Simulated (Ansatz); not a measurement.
# Sr: from a starting cell to a relaxed one

The start is a relaxed Sr cell shaken by Gaussian noise of σ = 0.08 Å a coordinate. Cell shape, volume and atoms are optimised at zero target pressure with PBE (plane waves to 420 eV, PAW, scalar-relativistic; Ansatz, a program for electronic structure). The first steps use a coarse 5×5×5 k-mesh.

Input geometry:
```yaml
crystal:
  lattice:
    - [7.61921, 0.00000, 0.00000]
    - [0.00000, 7.61921, 0.00000]
    - [0.00000, 0.00000, 7.61921]
  atoms:
    - { symbol: Sr, position: [0.26282, 0.99229, 0.49257] }
    - { symbol: Sr, position: [0.74439, 0.98910, 0.49188] }
    - { symbol: Sr, position: [0.00862, 0.48919, 0.22704] }
    - { symbol: Sr, position: [0.02355, 0.49943, 0.74785] }
    - { symbol: Sr, position: [0.50969, 0.25204, 0.97323] }
    - { symbol: Sr, position: [0.51321, 0.75069, 0.99842] }
    - { symbol: Sr, position: [0.01022, 0.99178, 0.99597] }
    - { symbol: Sr, position: [0.50494, 0.49669, 0.48700] }
```

```yaml
energy_released: 0.01 eV/atom
band_gap_at_the_end: no gap (metallic)
optimiser_moves: 3
```

It ends as:

Space group Pm-3n (No. 223); a = 7.6213 Å, b = 7.6213 Å, c = 7.6213 Å, α = 90.00°, β = 90.00°, γ = 90.00°

```json
[
 {"atom": "Sr", "site": "6d", "symmetry": "-4m.2", "x": "0.0000", "y": "0.2500", "z": "0.5000"},
 {"atom": "Sr", "site": "2a", "symmetry": "m-3.", "x": "0.0000", "y": "0.0000", "z": "0.0000"}
]
```

Final values are on a 6×6×6 k-mesh of the relaxed cell. No spin polarisation in the result.

The relaxed structure here is a generated cell of Sr: the first start was made by placing the elements on the sites of a structure type, and the end was not matched to a known phase here, so it may be hypothetical. Known forms of Sr include space group No. 225.
